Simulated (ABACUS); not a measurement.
A self-consistent single point of TiSi2 (Fddd, 24 atoms in the cell; from Materials Project mp-2582, lattice scaled a little) with ABACUS.

Method: PBE, numerical atomic orbitals DZP (confined pseudo-atomic orbitals; energy shift 0.003 Ry), PseudoDojo 0.5 standard norm-conserving PBE (tails mended) pseudopotentials in ABACUS.

```yaml
crystal:
  lattice:
    - [4.85118, 0.00000, 0.00000]
    - [0.00000, 8.35938, 0.00000]
    - [0.00000, 0.00000, 8.65454]
  atoms:
    - { symbol: Ti, position: [0.50000, 0.00000, 0.00000] }
    - { symbol: Ti, position: [0.75000, 0.25000, 0.25000] }
    - { symbol: Ti, position: [0.50000, 0.50000, 0.50000] }
    - { symbol: Ti, position: [0.75000, 0.75000, 0.75000] }
    - { symbol: Ti, position: [0.00000, 0.00000, 0.50000] }
    - { symbol: Ti, position: [0.25000, 0.25000, 0.75000] }
    - { symbol: Ti, position: [0.00000, 0.50000, 0.00000] }
    - { symbol: Ti, position: [0.25000, 0.75000, 0.25000] }
    - { symbol: Si, position: [0.50000, 0.33743, 0.00000] }
    - { symbol: Si, position: [0.50000, 0.66257, 0.00000] }
    - { symbol: Si, position: [0.75000, 0.91257, 0.25000] }
    - { symbol: Si, position: [0.75000, 0.58743, 0.25000] }
    - { symbol: Si, position: [0.50000, 0.83743, 0.50000] }
    - { symbol: Si, position: [0.50000, 0.16257, 0.50000] }
    - { symbol: Si, position: [0.75000, 0.41257, 0.75000] }
    - { symbol: Si, position: [0.75000, 0.08743, 0.75000] }
    - { symbol: Si, position: [0.00000, 0.33743, 0.50000] }
    - { symbol: Si, position: [0.00000, 0.66257, 0.50000] }
    - { symbol: Si, position: [0.25000, 0.91257, 0.75000] }
    - { symbol: Si, position: [0.25000, 0.58743, 0.75000] }
    - { symbol: Si, position: [0.00000, 0.83743, 0.00000] }
    - { symbol: Si, position: [0.00000, 0.16257, 0.00000] }
    - { symbol: Si, position: [0.25000, 0.41257, 0.25000] }
    - { symbol: Si, position: [0.25000, 0.08743, 0.25000] }
```

Reference input (self-consistent single point, DFT, PBE, numerical atomic orbitals DZP (confined pseudo-atomic orbitals; energy shift 0.003 Ry), PseudoDojo 0.5 standard norm-conserving PBE (tails mended) pseudopotentials): basis = DZP numerical atomic orbitals, energy shift 0.003 Ry; KPT = Gamma 5 3 3 0.5 0.5 0.5; basis_type = lcao; ecutwfc = 100 Ry; smearing_method = fd; smearing_sigma = 0.00367493 Ry; potentials = PseudoDojo 0.5 standard norm-conserving PBE (tails mended); symmetry = 1; symmetry_prec = 1e-05; ks_solver = scalapack_gvx; scf_nmax = 100; scf_thr = 1.0e-07. This run's input differs from it in these lines:

```diff
@@ -7,3 +7,3 @@
 orbital_dir          ./
-ecutwfc              100.0
+ecutwfc              20.0
 symmetry             1
```

Output, abridged:

```
 SELF-CONSISTENT
 -------------------------------------------

                  longest orb rcut (Bohr) = 8.8
   longest nonlocal projector rcut (Bohr) = 1.94
                     search radius (Bohr) = 21.5

                          real space grid = [ 27, 45, 48 ]

                                 init_chg = atomic

 LCAO ALGORITHM --------------- ION=   1  ELEC=   1--------------------------------

 Density error is 0.0534986132511
 E_KohnSham     -1085.8824061645     -14774.1880817871
 E_Fermi        0.8962339370         12.1938882840

 LCAO ALGORITHM --------------- ION=   1  ELEC=   2--------------------------------

   [... lines left out ...]

   [... 14 blocks of this kind left out ...]

 LCAO ALGORITHM --------------- ION=   1  ELEC=  17--------------------------------

 Density error is 1.19070787492e-07
 E_KohnSham     -1085.9112752792     -14774.5808662441
 E_Fermi        0.8845664601         12.0351441170

 LCAO ALGORITHM --------------- ION=   1  ELEC=  18--------------------------------

 Density error is 8.17474972086e-08
 E_KohnSham     -1085.9112752793     -14774.5808662451
 E_KS(sigma->0) -1085.9083417251     -14774.5409531930
 E_entropy(-TS) -0.0058671083        -0.0798261042
 E_Fermi        0.8845664572         12.0351440774
 charge density convergence is achieved
 final etot is -14774.580866 eV
 EFERMI = 12.035144077 eV

 STATE ENERGY(eV) AND OCCUPATIONS    NSPIN == 1
   [... 94 lines left out ...]

 TOTAL-FORCE (eV/Angstrom)
                       Ti1        -0.0716729784         0.0469710399        -0.0049313532
                       Ti2         0.0716729784         0.0469710399        -0.0049313532
                       Ti3        -0.0716729784        -0.0469710399         0.0049313532
                       Ti4         0.0716729784        -0.0469710399         0.0049313532
                       Ti5         0.0716729784         0.0469710399         0.0049313532
                       Ti6        -0.0716729784         0.0469710399         0.0049313532
                       Ti7         0.0716729784        -0.0469710399        -0.0049313532
   [... lines left out ...]

 TOTAL-STRESS (KBAR)
       -10.3814732429         0.0000000000         0.0000000000
         0.0000000000        -8.4329432659         0.0000000000
         0.0000000000         0.0000000000       -20.4223007072
 TOTAL-PRESSURE: -13.078906 KBAR

 --------------------------------------------
 !FINAL_ETOT_IS -14774.5808662451090640 eV
 --------------------------------------------
```

The run converged in 18 iterations. Against the reference run the free energy falls by 69.3 meV/atom and the pressure goes from -3.85 to -1.31 GPa.

The atom-centred basis is finite, which shifts total energies and pressures against plane waves. This run is one point of a test of settings, so its values need not be converged; read them against the reference run alone. The structure comes from a collection of computed structures, made at another level of theory; the collection holds predicted forms beside known ones. Its lattice was then scaled. No clean gap shows at this smearing width and mesh (spacing up to 0.26 Å⁻¹); the mesh is coarse for partly filled bands, so the values carry mesh errors.

Cost on one core: roughly 50 core-seconds.

The atomic orbitals were generated for these runs; they are not ABACUS's published sets and were checked against plane waves on a few crystals only.

“Tails mended”: in these copies of the files the far tail of each local potential was reset to the Coulomb form.
